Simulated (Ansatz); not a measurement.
The cell of Ca₂SnF₆ is invented: ordered vacancies on the cation sites of perovskite (Fm-3m, No. 225) (occupants of the shared sites, in ratio, Sn: 1, vacant: 1). Lengths were set from tabulated atomic sizes, so they are only a guess.

```
CELL_PARAMETERS angstrom
0.00000 3.97097 3.97097
3.97097 0.00000 3.97097
3.97097 3.97097 0.00000
ATOMIC_POSITIONS crystal
Ca 0.25000 0.25000 0.25000
Ca 0.75000 0.75000 0.75000
Sn 0.00000 0.00000 0.00000
F 0.75000 0.25000 0.25000
F 0.25000 0.75000 0.75000
F 0.25000 0.75000 0.25000
F 0.75000 0.25000 0.75000
F 0.25000 0.25000 0.75000
F 0.75000 0.75000 0.25000
```

Computed with DFT PBE, scalar-relativistic, plane waves, PAW (Ansatz 0.2.0). Cutoff 420 eV, Gaussian smearing, Γ-centred meshes. Cell and atoms relax first on a coarse mesh and then on a converged one. In between, the cell is made exact in the group found at 0.06 Å. The steps can't lower the symmetry of their start. No spin polarisation.

A guess keeps its type if space group and coordination stay and the shape of the cell changes little (axis ratios within about 15 %, angles within 6°); the volume may change.

Task: Will the relaxed cell still be of the starting type?

Result: It keeps its type. The symmetry stays Fm-3m (No. 225). The volume per atom grows by 12.9 %, from 13.9 to 15.7 Å³. The shortest distance goes from 1.99 Å (Sn–F) to 2.21 Å (Sn–F). Counting neighbours within 15 % of an atom's shortest distance, the start has Ca 12, F 1, Sn 6 and the end Ca 12, F 1, Sn 6.

The last run used a 6×6×6 mesh for its 9-atom cell and Gaussian smearing of 0.02 eV. Symmetry constrained the relaxation, so the result can be a saddle point.
